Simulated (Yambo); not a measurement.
Yambo run on BaSnO3 (cubic perovskite, space group Pm-3m, No. 221). The wavefunctions are PBE (stringent potentials; Quantum ESPRESSO, PseudoDojo norm-conserving, 102 Ry, no spin-orbit coupling) ones on a 4×4×4 mesh (25 occupied bands); a = b = c = 4.120 Å, α = β = γ = 90.00°.

Yambo input:

```
rim_cut
gw0
dyson
el_el_corr
HF_and_locXC
ppa
em1d
RandQpts= 1000000
RandGvec= 1 Ry
EXXRLvcs= 102 Ry
VXCRLvcs= 408 Ry
Chimod= "HARTREE"
% BndsRnXp
 5 | 169 |
%
NGsBlkXp= 15 Ry
% LongDrXp
 1.0 | 1.0 | 1.0 |
%
PPAPntXp= 27.2114 eV
% GbndRnge
 1 | 169 |
%
GTermKind= "BG"
DysSolver= "n"
ExtendOut
% QPkrange
 1 | 1 | 25 | 26 |
 10 | 10 | 25 | 25 |
%
```

k points by index: 1 = Γ, 10 = R.

The o-*.qp file then holds:

```
#    K-point    Band    Eo [eV]    E [eV]    E-Eo [eV]    Vxc [eV]    Vnlxc [eV]    Sc|Eo [eV]    Sc|E [eV]    dSc/dw|Eo [eV]    Re(Z)    Im(Z)
#
    1    25    -0.473620    -1.202758    -0.729138    -19.57820    -24.79847    4.284419    4.491136    -7.713376    0.779141    -0.001267
    1    26    0.963502    1.715720    0.752218    -16.55988    -12.55668    -3.100681    -3.250977    -5.436581    0.833478    -0.869865E-3
    10    25    0.000000    -0.714348    -0.714348    -19.87713    -25.36469    4.568494    4.773212    -7.796904    0.777282    -0.001257
```
(The two width columns are left out.) Convergence of these settings isn't established.

Geometry relaxed with PBEsol.
